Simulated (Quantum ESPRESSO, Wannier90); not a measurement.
# Wannierisation of WO₃ (ReO3 type)

```
WO3
1.0
    3.80620     0.00000     0.00000
    0.00000     3.80620     0.00000
    0.00000     0.00000     3.80620
W O
1 3
Direct
  0.00000   0.00000   0.00000
  0.00000   0.00000   0.50000
  0.50000   0.00000   0.00000
  0.00000   0.50000   0.00000
```

Structure: Materials Project mp-19390, symmetrised, not relaxed again. Not found in the COD (Crystallography Open Database) copy used, which has the formula in other groups; not checked further. Computed values, not measurements, from PBEsol: Quantum ESPRESSO (norm-conserving PseudoDojo potentials, cutoff 68 Ry, no spin polarisation, no spin-orbit coupling) on a Γ-centred 8×8×8 mesh, then Wannier90. Density: 8×8×8 mesh, cold smearing 0.01 Ry. Spin-orbit coupling is left out although heavy elements are present.

The plane-wave run has 33 bands and 32 electrons a cell. On the energy scale of pw.x, whose zero is arbitrary, the valence-band maximum lies at 5.93 eV.

Input w.win, without the blocks of cell, atoms and k-points (512 lines):

```
num_bands = 26
num_wann = 14
exclude_bands = 1-7
num_iter = 800
conv_tol = 1.0e-6
conv_window = 4
dis_num_iter = 1000
dis_conv_tol = 1.0e-6
dis_froz_max = 8.02
dis_win_max = 7.02
write_hr = true
write_u_matrices = true
begin projections
W: d
O: p
end projections
mp_grid = 8 8 8
```

wannier90.x stops with:
```
dis_windows: Energy window contains fewer states than number of target WFs
```
At some k-point the outer window holds fewer bands than num_wann, so no subspace of that size can be extracted. Mended as below, all else unchanged, the run goes through (Ω_I = 11.2 Å²) and follows the plane-wave bands to 0.9 meV rms (states up to 1.6 eV relative to the valence-band maximum).
Remove the line dis_win_max = 7.02.
